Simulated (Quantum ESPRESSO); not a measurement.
Field gradients of SiO₂ from the PAW reconstruction of the field gradient on a scalar-relativistic PBE ground state (a modified build of Quantum ESPRESSO, JTH datasets). The input of pw.x:

```
&CONTROL
  calculation = 'scf'
  prefix = 'x'
  pseudo_dir = './pseudo'
  outdir = './out'
  tprnfor = .true.
/
&SYSTEM
  ibrav = 0
  nat = 9
  ntyp = 2
  ecutwfc = 45
  ecutrho = 180
  occupations = 'fixed'
  nbnd = 28
/
&ELECTRONS
  conv_thr = 1e-11
/
ATOMIC_SPECIES
Si 28.085 Si.GGA_PBE-JTH.UPF
O 15.999 O.GGA_PBE-JTH.UPF
CELL_PARAMETERS angstrom
    4.916560060955     0.000000000000     0.000000000000
   -2.458280030478     4.257865912019     0.000000000000
    0.000000000000     0.000000000000     5.431630000000
ATOMIC_POSITIONS crystal
Si    -0.000000000000     0.468800000000     0.333333000000
Si     0.531200000000     0.531200000000    -0.000000333333
Si     0.468800000000    -0.000000000000     0.666666333333
O      0.138493320086     0.726516136731     0.553186735116
O      0.273483863269     0.411977183355     0.219853401782
O      0.588022816645     0.861506679914     0.886520068449
O      0.726516136731     0.138493320086     0.446812598218
O      0.411977183355     0.273483863269     0.780145931551
O      0.861506679914     0.588022816645     0.113479264884
K_POINTS automatic
5 5 4 0 0 0
```
The cell was made here from a computed Materials Project entry: O4 and its equivalents moved by 0.04 Å along (-0.44, -0.52, 0.73), space group kept. The parent is SiO2 in P3₂21. Stability against distortions was not tested.

Vzz is the sum of three terms, each taken along its main axis: the smooth valence density, the ions (nucleus and frozen core) with the augmentation charges of all other spheres, and the all-electron minus smooth density in the atom's own sphere. The split hangs on the datasets.  Cores are frozen. Against all-electron runs on small test molecules, this scheme's |Vzz| missed by −6 % on Si, −2 to +6 % on O.

| site | smooth valence density | ions and other spheres | own sphere | Vzz (a.u.) |
|---|---|---|---|---|
| Si (atoms 1, 2, 3) | 0.067 | -0.057 | (withheld) | (withheld) |
| O (atoms 4, 5, 6, 7, 8, 9) | -0.332 | 0.574 | (withheld) | (withheld) |

Task: What belongs in the gaps?

Result: 
- Si (atoms 1, 2, 3), own sphere: 0.070
- Si (atoms 1, 2, 3), Vzz (a.u.): 0.080
- O (atoms 4, 5, 6, 7, 8, 9), own sphere: 0.699
- O (atoms 4, 5, 6, 7, 8, 9), Vzz (a.u.): 0.941
